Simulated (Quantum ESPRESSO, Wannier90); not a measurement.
**HgS (wurtzite), plane waves to Wannier functions**

Materials Project entry mp-973676; symmetrised, unrelaxed at this level. Not found in the COD (Crystallography Open Database) copy used, which has the formula in other groups; not checked further. Level: PBEsol, no spin polarisation, no spin-orbit coupling; pw.x of Quantum ESPRESSO at 53 Ry with PseudoDojo potentials, 12×12×4 k-points, Wannier90. Density: 12×12×6 mesh, Gaussian smearing 0.01 Ry. Spin-orbit coupling is left out although heavy elements are present.

On the energy scale of pw.x, whose zero is arbitrary, the Fermi level lies at 7.61 eV.

Input w.win:

```
num_bands = 18
num_wann = 18
exclude_bands = 1-10,29-48
num_iter = 1000
conv_tol = 1.0e-6
conv_window = 4
write_hr = true
write_u_matrices = true
auto_projections = true
begin unit_cell_cart
ang
    4.1963598426    0.0000000000    0.0000000000
   -2.0981799213    3.6341542271    0.0000000000
    0.0000000000    0.0000000000    6.8702500000
end unit_cell_cart
begin atoms_frac
Hg  -0.3333333333  0.3333333333 -0.4998800000
Hg   0.3333333333 -0.3333333333  0.0001200000
S   -0.3333333333  0.3333333333 -0.1251200000
S    0.3333333333 -0.3333333333  0.3748800000
end atoms_frac
mp_grid = 12 12 4
begin kpoints
0.0000000000 0.0000000000 0.0000000000
0.0000000000 0.0000000000 0.2500000000
0.0000000000 0.0000000000 0.5000000000
... (573 more lines: the 12x12x4 mesh through Gamma)
end kpoints
```

Input of pw2wannier90.x that gives the overlap and projection files (equivalent; here they were cut from one run over all bands):

```
&inputpp
  outdir = './out'
  prefix = 'pwscf'
  seedname = 'w'
  write_amn = .true.
  write_mmn = .true.
  atom_proj = .true.
  atom_proj_exclude = 1 2 3 4 11 12 13 14 21 25
/
```

Output w.wout (banner and timings cut):

```
                                    ------
                                    SYSTEM
                                    ------

                              Lattice Vectors (Ang)
                    a_1     4.196360   0.000000   0.000000
                    a_2    -2.098180   3.634154   0.000000
                    a_3     0.000000   0.000000   6.870250

                   Unit Cell Volume:     104.77282  (Ang^3)

                        Reciprocal-Space Vectors (Ang^-1)
                    b_1     1.497294   0.864463  -0.000000
                    b_2     0.000000   1.728926   0.000000
                    b_3     0.000000  -0.000000   0.914550

 *----------------------------------------------------------------------------*
 |   Site       Fractional Coordinate          Cartesian Coordinate (Ang)     |
 +----------------------------------------------------------------------------+
 | hg   1  -0.33333   0.33333  -0.49988   |   -2.09818   1.21138  -3.43430    |
 | hg   2   0.33333  -0.33333   0.00012   |    2.09818  -1.21138   0.00082    |
 | s    1  -0.33333   0.33333  -0.12512   |   -2.09818   1.21138  -0.85961    |
 | s    2   0.33333  -0.33333   0.37488   |    2.09818  -1.21138   2.57552    |
 *----------------------------------------------------------------------------*
                                ------------
                                K-POINT GRID
                                ------------

             Grid size = 12 x 12 x  4      Total points =  576

 *---------------------------------- MAIN ------------------------------------*
 |  Number of Wannier Functions               :                18             |
 |  Number of Objective Wannier Functions     :                18             |
 |  Number of input Bloch states              :                18             |
 |  Output verbosity (1=low, 5=high)          :                 1             |
 |  Timing Level (1=low, 5=high)              :                 1             |
 |  Optimisation (0=memory, 3=speed)          :                 3             |
 |  Length Unit                               :               Ang             |
 |  Post-processing setup (write *.nnkp)      :                 F             |
 |  Using Gamma-only branch of algorithms     :                 F             |
 *----------------------------------------------------------------------------*
 *------------------------------- WANNIERISE ---------------------------------*
 |  Total number of iterations                :              1000             |
 |  Number of CG steps before reset           :                 5             |
 |  Trial step length for line search         :             2.000             |
 |  Convergence tolerence                     :         0.100E-05             |
 |  Convergence window                        :                 4             |
 |  Iterations between writing output         :                 1             |
 |  Iterations between backing up to disk     :               100             |
 |  Write r^2_nm to file                      :                 F             |
 |  Write xyz WF centres to file              :                 F             |
 |  Write on-site energies <0n|H|0n> to file  :                 F             |
 |  Use guiding centre to control phases      :                 F             |
 |  Use phases for initial projections        :                 F             |
 *----------------------------------------------------------------------------*
 *-------------------------------- PLOTTING ----------------------------------*
 |  Plotting Hamiltonian in WF basis          :                 T             |
 *----------------------------------------------------------------------------*

       ... (k-mesh section left out)

 Starting a new Wannier90 calculation ...

 Reading overlaps from w.mmn

 Reading projections from w.amn

 *------------------------------- WANNIERISE ---------------------------------*
 +--------------------------------------------------------------------+<-- CONV
 | Iter  Delta Spread     RMS Gradient      Spread (Ang^2)            |<-- CONV
 +--------------------------------------------------------------------+<-- CONV

 ------------------------------------------------------------------------------
 Initial State
  WF centre and spread    1  ( -2.098180,  1.211385, -3.445814 )     0.90581632
  WF centre and spread    2  ( -2.098180,  1.221510, -3.417343 )     0.82432070
  WF centre and spread    3  ( -2.098180,  1.201247, -3.417343 )     0.82432076
  WF centre and spread    4  ( -2.098180,  1.226752, -3.447122 )     0.86670803
  WF centre and spread    5  ( -2.098180,  1.196020, -3.447122 )     0.86670799
  WF centre and spread    6  ( -2.098180,  1.211385, -3.450143 )     3.90467348
  WF centre and spread    7  (  2.098180, -1.211385, -0.010689 )     0.90581632
  WF centre and spread    8  (  2.098180, -1.221510,  0.017782 )     0.82432070
  WF centre and spread    9  (  2.098180, -1.201247,  0.017782 )     0.82432076
  WF centre and spread   10  (  2.098180, -1.226752, -0.011997 )     0.86670803
  WF centre and spread   11  (  2.098180, -1.196020, -0.011997 )     0.86670799
  WF centre and spread   12  (  2.098180, -1.211385, -0.015018 )     3.90467348
  WF centre and spread   13  ( -2.098180,  1.211385, -0.930778 )     2.46433545
  WF centre and spread   14  ( -2.098180,  1.265026, -0.831227 )     2.47734024
  WF centre and spread   15  ( -2.098180,  1.157516, -0.831226 )     2.47737358
  WF centre and spread   16  (  2.098180, -1.211385,  2.504347 )     2.46433545
  WF centre and spread   17  (  2.098180, -1.265026,  2.603898 )     2.47734024
  WF centre and spread   18  (  2.098180, -1.157516,  2.603899 )     2.47737358
  Sum of centres and spreads ( -0.000000,  0.000000,-15.520110 )    31.22319311

      0     0.312E+02     0.0000000000       31.2231931912  <-- CONV
        O_D=      0.2093449 O_OD=      3.0236296 O_TOT=     31.2231932 <-- SPRD
 ------------------------------------------------------------------------------
      1    -0.403E+00     0.2941590955       30.8206463450  <-- CONV
        O_D=      0.1882202 O_OD=      2.6422075 O_TOT=     30.8206463 <-- SPRD
      2    -0.106E+00     0.2349416464       30.7149431420  <-- CONV
        O_D=      0.1871502 O_OD=      2.5375742 O_TOT=     30.7149431 <-- SPRD
      3    -0.935E-01     0.2195373293       30.6214440811  <-- CONV
        O_D=      0.1872575 O_OD=      2.4439679 O_TOT=     30.6214441 <-- SPRD
      4    -0.792E-01     0.2302182009       30.5422394501  <-- CONV
        O_D=      0.1846828 O_OD=      2.3673380 O_TOT=     30.5422395 <-- SPRD
      5    -0.499E-01     0.1973394109       30.4923096982  <-- CONV
        O_D=      0.1828180 O_OD=      2.3192730 O_TOT=     30.4923097 <-- SPRD
       ... (lines left out)
    100    -0.233E-05     0.0011132857       30.4287615387  <-- CONV
        O_D=      0.1827513 O_OD=      2.2557916 O_TOT=     30.4287615 <-- SPRD
       ... (lines left out)
    200    -0.298E-05     0.0014152445       30.4285196370  <-- CONV
        O_D=      0.1825000 O_OD=      2.2558010 O_TOT=     30.4285196 <-- SPRD
       ... (lines left out)
    300    -0.154E-05     0.0007929427       30.4282997594  <-- CONV
        O_D=      0.1822339 O_OD=      2.2558472 O_TOT=     30.4282998 <-- SPRD
       ... (lines left out)
    400    -0.178E-05     0.0011208029       30.4280779235  <-- CONV
        O_D=      0.1819402 O_OD=      2.2559191 O_TOT=     30.4280779 <-- SPRD
       ... (lines left out)
    470    -0.993E-06     0.0012302073       30.4279635819  <-- CONV
        O_D=      0.1817758 O_OD=      2.2559691 O_TOT=     30.4279636 <-- SPRD
    471    -0.584E-06     0.0006497295       30.4279629978  <-- CONV
        O_D=      0.1817749 O_OD=      2.2559694 O_TOT=     30.4279630 <-- SPRD
    472    -0.644E-06     0.0006228922       30.4279623533  <-- CONV
        O_D=      0.1817729 O_OD=      2.2559708 O_TOT=     30.4279624 <-- SPRD
             <<<     Delta < 1.000E-06  over  4 iterations     >>>
             <<< Wannierisation convergence criteria satisfied >>>
 Final State
  WF centre and spread    1  ( -2.098180,  1.211818, -3.466200 )     0.91789971
  WF centre and spread    2  ( -2.098180,  1.221870, -3.405693 )     0.82798309
  WF centre and spread    3  ( -2.098180,  1.200492, -3.405750 )     0.82784118
  WF centre and spread    4  ( -2.098180,  1.242587, -3.447804 )     0.87059588
  WF centre and spread    5  ( -2.098180,  1.180297, -3.447800 )     0.87055137
  WF centre and spread    6  ( -2.098180,  1.211535, -3.456510 )     4.08323178
  WF centre and spread    7  (  2.098180, -1.211818, -0.031075 )     0.91789971
  WF centre and spread    8  (  2.098180, -1.221870,  0.029432 )     0.82798309
  WF centre and spread    9  (  2.098180, -1.200492,  0.029375 )     0.82784118
  WF centre and spread   10  (  2.098180, -1.242587, -0.012679 )     0.87059588
  WF centre and spread   11  (  2.098180, -1.180297, -0.012675 )     0.87055137
  WF centre and spread   12  (  2.098180, -1.211535, -0.021385 )     4.08323178
  WF centre and spread   13  ( -2.098180,  1.214137, -0.930795 )     2.25198587
  WF centre and spread   14  ( -2.098180,  1.263247, -0.830732 )     2.28231727
  WF centre and spread   15  ( -2.098180,  1.156004, -0.830764 )     2.28157500
  WF centre and spread   16  (  2.098180, -1.214137,  2.504330 )     2.25198587
  WF centre and spread   17  (  2.098180, -1.263247,  2.604393 )     2.28231727
  WF centre and spread   18  (  2.098180, -1.156004,  2.604361 )     2.28157500
  Sum of centres and spreads ( -0.000000,  0.000000,-15.527971 )    30.42796227

         Spreads (Ang^2)       Omega I      =    27.990218650
        ================       Omega D      =     0.181772944
                               Omega OD     =     2.255970759
    Final Spread (Ang^2)       Omega Total  =    30.427962353
```
